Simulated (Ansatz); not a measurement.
Se (trigonal-Se type, space group P3_121)

```
Se
1.0
    4.03907     0.00000     0.00000
   -2.01954     3.49794     0.00000
    0.00000     0.00000     5.12041
Se
3
Direct
  0.24866   0.24866   0.50000
  0.75134   0.00000   0.83333
  0.00000   0.75134   0.16667
```

The relaxed cell is deformed in two ways at once: its volume V is scaled, and at that volume it is stretched along z (the c axis of the conventional cell) so that c/a changes. Fractional atomic positions are held.

Level of theory: PBEsol (plane waves to 420 eV, PAW, scalar-relativistic; Ansatz, a program for electronic structure). k mesh 9×9×7 (Γ-centred), Fermi-Dirac smearing 0.05 eV. Compression counts positive. As the atoms are clamped, bonds stretch with the cell, which overstates energies and stresses. Se was relaxed with its symmetry unable to fall. The PAW data are Ansatz's earlier set.

At one point of the scan the stress tensor (GPa) is:

```
  -0.23     0.00     0.00
   0.00    -0.23     0.00
   0.00     0.00     2.74
```

**Question.** Which point is it?
A. V/V₀ = 0.960, (c/a)/(c/a)₀ = 0.920
B. V/V₀ = 1.013, (c/a)/(c/a)₀ = 0.920
C. V/V₀ = 0.973, (c/a)/(c/a)₀ = 1.000
D. V/V₀ = 0.987, (c/a)/(c/a)₀ = 0.920

**Answer.** B, V/V₀ = 1.013, (c/a)/(c/a)₀ = 0.920

(Under strain, the slope of the energy per volume gives the stress and its curvature an elastic modulus.)
